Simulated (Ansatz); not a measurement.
**Computed properties of Bi$_{2}$TeO$_{2}$**

Bi2TeO2:
```xyz
5
Lattice="4.0359 0.0000 0.0000 -2.0180 3.4952 0.0000 0.0000 0.0000 7.3304" Properties=species:S:1:pos:R:3 pbc="T T T"
Bi     2.0180     1.1651     5.8524
Bi     0.0000     2.3302     1.4780
Te     0.0000     0.0000     3.6652
O      2.0180     1.1651     0.8385
O      0.0000     2.3302     6.4919
```

Space group P-3m1 (No. 164); conventional cell a = b = 4.0359 Å, c = 7.3304 Å, α = β = 90.00°, γ = 120.00°.

Method: the program Ansatz at the PBEsol level (PAW). Geometry: relaxed at this level of theory. Other levels are named where they apply.

**Cell and energy**

```
Property                                                      Result
-----------------------------------------------------  -------------
Volume per atom                                             20.68 Å³
Density                                                   9.27 g/cm³
Formation energy from the elements (no fitted shifts)  -0.83 eV/atom
```

**Electronic structure**

```
Quantity                                                                                          Result
----------------------------------------  --------------------------------------------------------------
Band gap                                                                              0.61 eV (indirect)
Valence-band maximum                                                                                at A
Conduction-band minimum                   on the K–Γ line, 38 % of the way from K (6 equivalent valleys)
Smallest direct gap on the standard path                                                         1.21 eV
Electron effective mass                                           0.15, 0.21, 0.38 mₑ (principal values)
Gap with spin–orbit coupling                                                             none (metallic)
```

**Mechanics**

```
Property                                                                                                    Result
--------------------------------------------  --------------------------------------------------------------------
Bulk modulus (Birch–Murnaghan fit)                                                                        87.4 GPa
Pressure derivative B′                                                                                         5.0
Elastic constants (relaxed ions, GPa)         C11 = 123, C12 = 63.6, C13 = 69.3, C14 = 13.2, C33 = 151, C44 = 58.5
Mechanical stability                                                        stable (all eigenvalues of C positive)
Hill bulk and shear moduli                                                                       88.6 and 38.9 GPa
Young's modulus                                                                                            102 GPa
Poisson's ratio                                                                                               0.31
Debye temperature from the elastic constants                                                                 249 K
```

**Dielectric response**

```
Quantity                                                                          Value
--------------------------------------------------------  -----------------------------
Electronic dielectric constant ε∞ (DFPT)                      15.7 (xx = yy), 15.6 (zz)
Static dielectric constant ε0 (ions relaxed, cell fixed)       64.6 (xx = yy), 277 (zz)
Born charges (a third of the trace)                       Bi +6.03, Te -3.33, O -4.37 e
```

**Phonons**

```
Quantity                                                            Result
--------------------------------------------------  ----------------------
Highest zone-centre frequency (without LO–TO term)                361 cm⁻¹
Zone-centre stability                               no imaginary mode at Γ
```

The start of the workflow was typed in or built on a structure type; neither database checked (COD, Materials Project) lists it. Its standing as an ambient phase is unchecked. Symmetry was held in the PBEsol relaxation. The volume moved by 21 % from the start of the relaxation. The references are the lowest solids computed at this level, not always the standard phases (solids in place of the gases). Spin–orbit coupling is left out wherever it is not named.

Potentials: the earlier of the program's two PAW sets. The files were generated under PBE; for other functionals the program regenerates the frozen cores, and for LDA and PBEsol the local potential too.
